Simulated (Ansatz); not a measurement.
GaN:
```yaml
crystal:
  lattice:
    - [3.18312, 0.00000, 0.00000]
    - [-1.59156, 2.75666, 0.00000]
    - [0.00000, 0.00000, 5.18369]
  atoms:
    - { symbol: Ga, position: [0.66667, 0.33333, 0.00099] }
    - { symbol: Ga, position: [0.33333, 0.66667, 0.50099] }
    - { symbol: N, position: [0.66667, 0.33333, 0.62421] }
    - { symbol: N, position: [0.33333, 0.66667, 0.12421] }
```

DFT-r²SCAN in the program Ansatz with PAW potentials gives a gap of 2.35 eV without spin–orbit coupling, maximum at Γ, minimum at Γ.

Task: What happens when spin–orbit coupling is switched on?

Result: The gap is nearly the same, to 2.35 eV; maximum at Γ, minimum at Γ.

Task: Give the electron effective mass with spin–orbit coupling.

Result: 0.17, 0.19, 0.19 mₑ (principal values).

Task: Give the hole effective mass with spin–orbit coupling, band 1 of 2 at the edge.

Result: 2.1 along z (mₑ).

Task: Give the hole effective mass with spin–orbit coupling, band 2 of 2 at the edge.

Result: 0.26 along x, 1.5 along z (mₑ).

Space group P6_3mc (wurtzite). The r²SCAN relaxation kept the symmetry of its start; phonons on a q-mesh show no instability.

Potentials: the later of the program's two PAW sets.
